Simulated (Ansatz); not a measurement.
Yb:
Space group Fm-3m (No. 225); a = 5.0674 Å, b = 5.0674 Å, c = 5.0674 Å, α = 90.00°, β = 90.00°, γ = 90.00°

```csv
atom,site,symmetry,x,y,z
Yb,4a,m-3m,0.0000,0.0000,0.0000
```
(The calculation used a cell of 1 atom; values per cell refer to that cell.)

Relaxed with PBEsol (plane waves, PAW; program Ansatz). Indices refer to the conventional cell of Fm-3m, a = b = c = 5.067 Å, α = β = γ = 90.00°.

Task: Simulate the powder diffraction pattern (Fe Kα, λ = 1.93735 Å; lines above 1 %) up to 2θ = 90°.

Result: Simulated powder pattern, Fe Kα, λ = 1.93735 Å (kinematic, ideal powder, no thermal factors, no anomalous dispersion; the 30 strongest lines at most, above 1 %, up to 2θ = 90°):

```json
[
 {"2θ (°)": "38.67", "d (Å)": "2.926", "I/Imax (%)": "100", "hkl": "(111)"},
 {"2θ (°)": "44.95", "d (Å)": "2.534", "I/Imax (%)": "51", "hkl": "(200)"},
 {"2θ (°)": "65.46", "d (Å)": "1.792", "I/Imax (%)": "36", "hkl": "(220)"},
 {"2θ (°)": "78.69", "d (Å)": "1.528", "I/Imax (%)": "44", "hkl": "(311)"},
 {"2θ (°)": "82.94", "d (Å)": "1.463", "I/Imax (%)": "13", "hkl": "(222)"}
]
```

The cell was relaxed with PBEsol under the symmetry of its start. The workflow began spin-polarised and lost its moments. The volume lies over 15 % below that of the usual cell of this phase: another minimum, or an error of the functional. The 4f shell is in the valence. No Hubbard U is applied. Spin–orbit coupling is left out wherever it is not named.

Potentials: the earlier of the program's two PAW sets. The files were generated under PBE; for other functionals the program regenerates the frozen cores, and for LDA and PBEsol the local potential too.
